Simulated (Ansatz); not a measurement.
PtRhN2:
```
CELL_PARAMETERS angstrom
      1.46095     0.84348     6.18090
     -1.46095     0.84348     6.18090
      0.00000    -1.68696     6.18090
ATOMIC_POSITIONS crystal
  Rh 0.50000 0.50000 0.50000
  Pt 0.00000 0.00000 0.00000
  N  0.89548 0.89548 0.89548
  N  0.10452 0.10452 0.10452
```

Relaxed with r²SCAN. Special points in fractions of this cell's reciprocal vectors: Γ (0.000, 0.000, 0.000); T (0.500, 0.500, 0.500); H2 (0.821, 0.179, 0.500); H0 (0.500, -0.179, 0.179); L (0.500, 0.000, 0.000); S0 (0.340, -0.340, 0.000); S2 (0.660, 0.000, 0.340); F (0.500, 0.000, 0.500).

**Question.** List the band energies nearest the Fermi level at these points for r²SCAN in the plane-wave PAW code Ansatz.

**Answer.** In eV from the Fermi level; about four levels below and three above (degenerate sets whole), none deeper than 8.9 eV; … stands for higher levels left out; points with the same levels are listed once.

```
k                           below                above
--  -----------------------------  -------------------
Γ         -1.90 -1.90 -0.91 -0.91          4.47 4.47 …
T   -3.12 -3.12 -2.41 -2.41 -0.54  0.77 0.77 3.64 3.64
H2         -1.50 -1.29 -0.66 0.00       1.76 3.57 3.70
L         -1.13 -0.36 -0.18 -0.04       2.11 3.02 3.66
S0        -2.43 -1.35 -1.33 -0.76       0.10 1.72 3.60
F         -2.22 -2.07 -1.13 -0.36       0.14 1.73 3.34
```

Space group R-3m. The start of the workflow was typed in or built on a structure type; neither database checked (COD, Materials Project) lists it. Whether it is the stable phase at ambient conditions was not checked. The cell was relaxed with r²SCAN under the symmetry of its start; whether a distortion lowers the energy is not shown. The workflow began spin-polarised and lost its moments. Its formation energy is positive at this level, so the cell may be metastable or incomplete. Spin–orbit coupling is left out wherever it is not named.

Potentials: the earlier of the program's two PAW sets.
